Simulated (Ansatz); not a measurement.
GeOs:
```
GeOs
1.0
    3.50354     0.00000     0.00000
   -1.75177     3.03415     0.00000
    0.00000     0.00000     2.96403
Os Ge
1 1
Direct
  0.00000   0.00000   0.00000
  0.66667   0.33333   0.50000
```

Relaxed with r²SCAN. Special points in fractions of this cell's reciprocal vectors: Γ (0.000, 0.000, 0.000); M (0.500, 0.000, 0.000); K (0.333, 0.333, 0.000); A (0.000, 0.000, 0.500); L (0.500, 0.000, 0.500); H (0.333, 0.333, 0.500).

**Question.** List the band energies nearest the Fermi level at these points for r²SCAN in the plane-wave PAW code Ansatz.

**Answer.** In eV from the Fermi level; about four levels below and three above (degenerate sets whole), none deeper than 8.9 eV; points with the same levels are listed once.

| k | below | above |
|---|---|---|
| Γ | -3.85 -3.85 -0.41 -0.41 | 4.18 5.60 5.60 |
| M | -3.86 -2.16 -1.34 -0.61 | 0.01 0.86 8.62 |
| K | -2.04 -1.44 -1.03 -0.78 | 0.58 9.83 11.36 |
| A | -3.39 -3.39 -2.10 -2.10 | 2.32 5.34 5.34 |
| L | -4.58 -3.60 -0.83 -0.20 | 0.67 3.97 4.06 |
| H | -6.13 -5.42 -1.74 -1.68 | 0.05 2.90 2.98 |

Space group P-6m2. A made-up cell: these elements were put on the sites of a structure type; neither database checked (COD, Materials Project) lists it. Its standing as an ambient phase is unchecked. The cell was relaxed with r²SCAN under the symmetry of its start; its stability against distortions is not shown here. The run is not spin-polarised. Spin–orbit coupling is left out wherever it is not named.

Potentials: the earlier of the program's two PAW sets.
